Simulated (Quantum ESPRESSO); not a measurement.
```
BeO
1.0
    2.66399     0.00000     0.00000
   -1.33199     2.30708     0.00000
    0.00000     0.00000     4.38541
Be O
2 2
Direct
  0.33333   0.66667   0.00064
  0.66667   0.33333   0.50064
  0.33333   0.66667   0.37686
  0.66667   0.33333   0.87686
```

The PBEsol cell relaxed from Materials Project entry mp-2542 was given a biaxial strain of -1 % along x and y, z relaxed, and the atoms were relaxed again.

**Question.** What does PBEsol (Quantum ESPRESSO, PseudoDojo norm-conserving, 88 Ry, no spin-orbit coupling) give for the electronic structure near the Fermi level?

**Answer.** The PBEsol gap is direct, 7.75 eV at Γ.
